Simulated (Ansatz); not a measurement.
An Ansatz run on In3GaP4 as one 8-atom ordering (R3m) on the zincblende lattice left the output below. Cell and atoms come from a relaxation with r2SCAN.

Structure:
```
CELL_PARAMETERS angstrom
2.04896 1.18297 13.41600
-2.04896 1.18297 13.41600
0.00000 -2.36594 13.41600
ATOMIC_POSITIONS crystal
Ga 0.00030 0.00030 0.00030
In 0.25244 0.25244 0.25244
In 0.50008 0.50008 0.50008
In 0.74776 0.74776 0.74776
P 0.31609 0.31609 0.31609
P 0.56338 0.56338 0.56338
P 0.81106 0.81106 0.81106
P 0.05890 0.05890 0.05890
```

Output, abridged:
```
scf.n_extra_bands = 12 over 72 filled bands (N_el = 72.0): the run solves 84 bands
Pseudopotential: Ga, paw_fr, valence charge 13, recommended cutoff 420 eV (normal)
Pseudopotential: In, paw_fr, valence charge 13, recommended cutoff 420 eV (normal)
Pseudopotential: P, paw_fr, valence charge 5, recommended cutoff 420 eV (normal)
Functional definition: PBE
Crystal: 8 atoms, lattice volume = 195.111 Å³
Basis set: ecut = 420 eV, 3795 PW (Γ), FFT grids on a1−a3, a2−a3, a3
Bands: 84, of which v1, the nominal top of the filled ones, is band 72 counted from 1 (71 counted from 0)
Symmetry: 6 space group operations + 6 with time reversal
Magnetic group: BNS 160.66 (UNI 1296)
k-points: 65 of 512 (time reversal used)
preconditioner: auto → Resta (q_TF=auto, 2.311 Å⁻¹)  ε∞=4.1  [insulator: Δε(μ)=0.893 eV  σ=0.020 eV  ℏωp=22.6 eV]
Projection manifold: j_resolved (fully-relativistic pseudo-atomic orbitals)
SCF converged after 9 iterations
Free energy (F): -23607.204384 eV
Fermi energy:    7.124643 eV
--- Per-component energies (eV) ---
  E_band       = -228.318289
  E_kinetic    = 1125.254633
  E_local      = -6485.113465
  E_nonlocal   = 1663.624021
  E_hartree    = 2711.402225
  E_xc         = -959.751643
  E_vxc        = -597.346025
  E_paw        = -16741.199826
  E_vpaw       = -1357.542125
  E_ewald      = -4921.420308
--- Forces (eV/Å), atoms counted from 1 ---
  atom   1  Ga      0.00000      0.00000    -0.06786
  atom   2  In      0.00000      0.00000      0.01756
  atom   3  In      0.00000      0.00000      0.00926
  atom   4  In      0.00000      0.00000      0.01483
  atom   5  P       0.00000      0.00000      0.00795
  atom   6  P       0.00000      0.00000    -0.00893
  atom   7  P       0.00000      0.00000    -0.00904
  atom   8  P       0.00000      0.00000      0.03623
--- Stress (GPa, compression-positive) ---
        1.725219       0.000000       0.000000
        0.000000       1.725219       0.000000
        0.000000       0.000000       1.795075
  P = ⅓ Tr σ = 1.7485 GPa (17.485 kbar)
--- Band table (eV; the first three rows and the last of 65) ---
  k-point 0: bands = […, 6.3968, 6.3968, 6.6871, 6.6871, 6.8242, 6.8242, 6.8721, 6.8721, 7.3592, 7.3592, 8.0851, 8.0851, 8.7124, 8.7124, …]
  k-point 1: bands = […, 5.8470, 5.8623, 6.3146, 6.3274, 6.5440, 6.5748, 6.6287, 6.6344, 8.3351, 8.3391, 8.8622, 8.8650, 9.4835, 9.5070, …]
  k-point 2: bands = […, 5.3105, 5.3203, 5.9966, 6.0078, 6.0837, 6.1271, 6.1790, 6.1908, 8.6846, 8.6948, 9.1379, 9.1477, 9.4236, 9.4279, …]
  k-point 64: bands = […, 6.5434, 6.5434, 6.6216, 6.6216, 6.6700, 6.6700, 6.7462, 6.7462, 7.6781, 7.6781, 8.6172, 8.6172, 8.6914, 8.6914, …]
```

The file bands.tsv (bands near the Fermi energy, numbered from 0, rounded):
```tsv
# k_distance	band_62	band_63	band_64	band_65	band_66	band_67	band_68	band_69	band_70	band_71	band_72	band_73	band_74	band_75	band_76	band_77	band_78	band_79
# fermi_ev = 7.124643
# [0, 0, 0] at k_distance = 0.000000
# [-0.5, -0.5, -0.5] at k_distance = 0.234168
# [-0.5, -0.1718499938, -0.8281500062] at k_distance = 1.240447
# [-0.1718499938, 0.1718499938, -0.5] at k_distance = 1.398968
# [0, 0, -0.5] at k_distance = 1.925950
# [0, 0.3359249969, -0.3359249969] at k_distance = 2.446937
# [-0.3359249969, 0, -0.6640750031] at k_distance = 2.603654
# [-0.5, 0, -0.5] at k_distance = 3.106794
# levels_relative_to = fermi_ev
0.000	-0.824	-0.824	-0.728	-0.728	-0.438	-0.438	-0.300	-0.300	-0.253	-0.253	0.235	0.235	0.960	0.960	1.588	1.588	1.766	1.766
0.234	-0.999	-0.999	-0.581	-0.581	-0.503	-0.503	-0.455	-0.455	-0.378	-0.378	0.553	0.553	1.493	1.493	1.567	1.567	1.617	1.617
1.240	-3.485	-3.394	-2.421	-2.407	-2.345	-2.323	-2.173	-2.138	-2.071	-2.042	2.311	2.319	2.349	2.362	2.997	3.006	3.068	3.079
1.399	-3.485	-3.394	-2.421	-2.407	-2.345	-2.323	-2.173	-2.138	-2.071	-2.042	2.311	2.319	2.349	2.362	2.997	3.006	3.068	3.079
1.926	-2.368	-2.368	-2.245	-2.245	-2.129	-2.129	-1.579	-1.579	-1.481	-1.481	1.368	1.368	1.921	1.921	2.024	2.024	2.079	2.079
2.447	-3.465	-3.376	-2.485	-2.417	-2.307	-2.290	-2.212	-2.164	-2.028	-2.014	2.200	2.214	2.601	2.635	2.654	2.682	3.282	3.283
2.604	-3.465	-3.376	-2.485	-2.417	-2.307	-2.290	-2.212	-2.164	-2.028	-2.014	2.200	2.214	2.601	2.635	2.654	2.682	3.282	3.283
3.107	-2.678	-2.678	-2.134	-2.134	-1.971	-1.971	-1.373	-1.373	-1.244	-1.244	1.047	1.047	1.420	1.420	1.682	1.682	2.213	2.213
```
In order the rows are Γ, T, H₂, H₀, L, S₀, S₂, F.

Task: Write the input file that gave this output.

Result:
```yaml
crystal:
  # lattice and atoms as above
kpoints:
  mp_grid: { grid: [8, 8, 8] }
  band_path:
    path:
      - [0.0, 0.0, 0.0]
      - [-0.5, -0.5, -0.5]
      - [-0.5, -0.1718499938, -0.8281500062]
      - [-0.1718499938, 0.1718499938, -0.5]
      - [0.0, 0.0, -0.5]
      - [0.0, 0.3359249969, -0.3359249969]
      - [-0.3359249969, 0.0, -0.6640750031]
      - [-0.5, 0.0, -0.5]
    npoints: 1
hamiltonian:
  xc: pbe
scf:
  occupations: { method: fermi_dirac, width: 0.02 }
  n_extra_bands: 12
magnetization:
  noncollinear: true
  spin_orbit: true
output:
  forces: true
  stress: true
  eigenvalues: true
```
Each band holds one electron and the count is doubled, so the run is non-collinear with spin-orbit coupling. A single point prints forces and stress when the output block asks for them. This is the file that was run, less any keys that only write grids; thresholds and some counts can't be read off the log exactly.

Run as `ansatz run input.yaml --threads 4 --pin off --max-ram 6451MiB --backend cpu --events-out ev --progress --plain --runs-dir out`.

Task: What wall time did it need on 4 threads of Intel(R) Xeon(R) 6975P-C (Granite Rapids) (shared host), and what peak of host memory did it reach?

Result: About 53 s, with a peak of 2.7 GiB.

Computed, not measured; no magnetism was allowed, and whether the structure is a known phase isn't checked.
